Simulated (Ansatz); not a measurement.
Si2W:
```yaml
crystal:
  lattice:
    - [4.58087, 0.00000, 0.00000]
    - [-2.29044, 3.96715, 0.00000]
    - [0.00000, 0.00000, 6.61026]
  atoms:
    - { symbol: Si, position: [0.83643, 0.67285, 0.50000] }
    - { symbol: Si, position: [0.16357, 0.83643, 0.83333] }
    - { symbol: Si, position: [0.32715, 0.16357, 0.16667] }
    - { symbol: Si, position: [0.16357, 0.32715, 0.50000] }
    - { symbol: Si, position: [0.83643, 0.16357, 0.83333] }
    - { symbol: Si, position: [0.67285, 0.83643, 0.16667] }
    - { symbol: W, position: [0.00000, 0.50000, 0.16667] }
    - { symbol: W, position: [0.50000, 0.00000, 0.50000] }
    - { symbol: W, position: [0.50000, 0.50000, 0.83333] }
```

r²SCAN (plane waves, PAW; program Ansatz) gives a gap of 0.12 eV without spin–orbit coupling, maximum at L, minimum at M.

Problem. What happens when spin–orbit coupling is switched on?

Solution. The gap drops by 0.02 eV, to 0.10 eV; maximum at L, minimum on the M–K line, 4 % of the way from M. The small gap may have closed and reopened with inverted band order, as semilocal functionals often give for heavy narrow-gap crystals.

Space group P6_222. The workflow started from a Materials Project entry (that database holds measured and hypothetical structures alike); the Crystallography Open Database copy checked does not list it. It is not the phase usual at ambient conditions (space group No. 139). The r²SCAN relaxation kept the symmetry of its start; phonons on a q-mesh show no instability. The run is not spin-polarised.

Potentials: the earlier of the program's two PAW sets.
